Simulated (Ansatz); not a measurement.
A generator proposed this cell of Hf2Al3N5.

```cif
data_structure
_symmetry_space_group_name_H-M 'P 1'
_symmetry_Int_Tables_number 1
_cell_length_a 8.9652
_cell_length_b 8.9652
_cell_length_c 8.9652
_cell_angle_alpha 158.213
_cell_angle_beta 148.997
_cell_angle_gamma 38.213
_cell_volume 137.56
loop_
_atom_site_label
_atom_site_type_symbol
_atom_site_fract_x
_atom_site_fract_y
_atom_site_fract_z
_atom_site_occupancy
Hf1 Hf 0.30000 0.30000 0.00000 1
Hf2 Hf 0.70000 0.70000 0.00000 1
Al1 Al 0.90000 0.90000 0.00000 1
Al2 Al 0.50000 0.50000 0.00000 1
Al3 Al 0.10000 0.10000 0.00000 1
N1 N 0.80000 0.30000 0.50000 1
N2 N 0.40000 0.90000 0.50000 1
N3 N 0.00000 0.50000 0.50000 1
N4 N 0.60000 0.10000 0.50000 1
N5 N 0.20000 0.70000 0.50000 1
```

The calculation used Ansatz, DFT PBE, scalar-relativistic, plane waves, PAW. Settings: cutoff 420 eV, Γ-centred mesh 6×6×6 on the computed 10-atom cell, Gaussian smearing of 0.10 eV; no spin polarisation.

The zero of energy is the elements' standard structures at the same level (N₂ as a molecule); no fitted shifts are applied.

Problem. Estimate its pressure, forces and energy as it stands.

Solution. The pressure is -35.2 GPa (the mean over three directions, positive in compression), the largest force is 0.67 eV/Å, and the energy is −0.57 eV/atom against the elements. The shortest distance is 2.40 Å.

Problem. How much does it gain on relaxing, and where does it end?

Solution. Relaxing gains about 0.65 eV/atom (the start's value is from the coarse mesh, so the gain is rough) in 16 ionic steps and ends at −1.22 eV/atom on the finer mesh. The symmetry stays Immm (No. 71). The volume per atom shrinks by 27.8 %, from 13.8 to 9.9 Å³. The shortest distance goes from 2.40 Å (Al–N and Hf–N) to 2.02 Å (Al–N). Conventional cell: a = 2.974 Å, b = 4.356 Å, c = 15.334 Å. Hf is surrounded by 6 N at 2.19–2.31 Å, 6 Hf at 2.97–3.06 Å and 6 Al at 3.06–3.19 Å; Al on a site of symmetry mm2 has 6 N at 2.05–2.18 Å, 7 Al at 2.83–2.99 Å and 5 Hf at 3.11–3.19 Å; N on a site of symmetry mm2 has 2 Al at 2.06 Å and 4 Hf at 2.19–2.31 Å; 3 more sites not described.

The last run used a 16×16×16 mesh for its 10-atom cell and Gaussian smearing of 0.10 eV. Spin–orbit coupling, which can matter for Hf, is left out. The relaxation can't lower the symmetry of the start. Symmetry constrained the relaxation, so the result can be a saddle point.
